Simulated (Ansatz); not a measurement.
**Wurtzite alloy of AlN and SiC (21 of 48 Al sites, 21 of 48 N sites exchanged), 96 atoms**

Ansatz, PAW, plane waves. PBEsol relaxation of cell lengths and atoms (angles held) at the single k point (¼, ¼, ¼) without its symmetry partners; single points on the relaxed atoms at the Γ point alone, onto which points of the small cell's zone fold. Arrangement: unlike neighbours preferred. No spin–orbit coupling unless named.

Relaxed structure:

```
Si Al C N
1.0
     9.30764    0.00000    0.00000
     0.00000   10.77753    0.00000
     0.00000    0.00000   10.01920
Si Al C N
21 27 21 27
Direct
  0.16223 0.08064 0.25016
  0.16375 0.07945 0.75231
  0.49934 0.07890 0.24861
  0.49921 0.08240 0.75275
  0.99079 0.83389 0.25273
  0.00073 0.83452 0.74581
  0.83625 0.08019 0.25157
  0.66344 0.33523 0.75209
  0.50240 0.57744 0.25071
  0.50303 0.58103 0.74692
  0.83187 0.58415 0.25088
  0.16877 0.41649 0.50255
  0.16878 0.41565 0.00166
  0.49601 0.41362 0.99910
  0.33885 0.66124 0.50026
  0.33488 0.66277 0.00073
  0.16559 0.91461 0.99603
  0.83262 0.41701 0.49888
  0.50077 0.91751 0.49812
  0.50134 0.91547 0.99717
  0.83491 0.91913 0.49765
  0.00214 0.33935 0.24812
  0.00206 0.33345 0.74554
  0.33042 0.33150 0.25149
  0.33068 0.32970 0.74426
  0.17017 0.58171 0.25095
  0.16860 0.58147 0.75272
  0.83381 0.08809 0.74998
  0.66932 0.33736 0.24640
  0.33533 0.83095 0.24744
  0.33724 0.83067 0.74543
  0.83070 0.58506 0.75235
  0.66755 0.83405 0.24728
  0.66597 0.83257 0.74996
  0.00486 0.16848 0.49417
  0.99787 0.17094 0.99565
  0.33010 0.16013 0.49727
  0.33111 0.16541 0.99712
  0.00075 0.66545 0.50077
  0.99909 0.66784 0.99612
  0.66487 0.16802 0.49687
  0.66667 0.16665 0.99228
  0.50091 0.41489 0.49665
  0.16497 0.91475 0.49921
  0.83553 0.42338 0.00130
  0.66371 0.66669 0.49737
  0.66814 0.66606 0.99899
  0.82915 0.92296 0.99932
  0.00085 0.16222 0.19610
  0.01319 0.16009 0.68860
  0.99695 0.67145 0.19498
  0.00428 0.67500 0.69667
  0.65316 0.17328 0.69117
  0.49729 0.41962 0.18256
  0.66433 0.65933 0.19794
  0.65625 0.66289 0.69098
  0.83864 0.92278 0.19355
  0.99955 0.34734 0.44577
  0.00899 0.34376 0.94020
  0.50008 0.07358 0.42899
  0.49499 0.07340 0.93523
  0.32449 0.33111 0.44770
  0.33016 0.33903 0.94060
  0.99077 0.83667 0.43618
  0.66080 0.34327 0.93494
  0.49225 0.58398 0.43280
  0.34066 0.82544 0.44694
  0.32963 0.82726 0.94750
  0.65923 0.83612 0.94190
  0.33004 0.15097 0.19203
  0.32932 0.14890 0.69531
  0.16905 0.41963 0.18129
  0.16968 0.42134 0.68085
  0.66635 0.15877 0.19559
  0.50492 0.42054 0.69351
  0.34295 0.66246 0.17973
  0.34210 0.65790 0.68592
  0.16063 0.91884 0.18147
  0.16235 0.91943 0.69605
  0.83547 0.42721 0.19400
  0.82110 0.41381 0.67991
  0.49682 0.92459 0.18286
  0.49933 0.92669 0.67968
  0.84149 0.91602 0.68111
  0.16674 0.07582 0.42564
  0.16594 0.06942 0.93453
  0.17697 0.58058 0.44676
  0.17876 0.58171 0.94784
  0.00769 0.84222 0.92952
  0.83229 0.07754 0.43573
  0.83522 0.08574 0.93724
  0.67875 0.33716 0.43868
  0.48627 0.57954 0.93217
  0.83258 0.57470 0.43611
  0.83508 0.58670 0.93940
  0.66873 0.84490 0.44953
```

Task: What are the mean bond lengths by pair (pairs within 1.2 times the sum of covalent radii, less contacts 15 % beyond the pair's median; cation–cation pairs of compounds aside; long ionic contacts are cut short by that bound)?

Result: Al–C 1.956 ± 0.027 Å (standard deviation, 47 bonds); Al–N 1.946 ± 0.049 Å (standard deviation, 61 bonds); C–Si 1.826 ± 0.031 Å (standard deviation, 37 bonds); N–Si 1.831 ± 0.037 Å (standard deviation, 47 bonds).

Task: What gap lies between the top filled and the lowest empty level in the single points?

Result: HSE06 4.08 eV (3.9 min on 7 threads of Neoverse-V2).
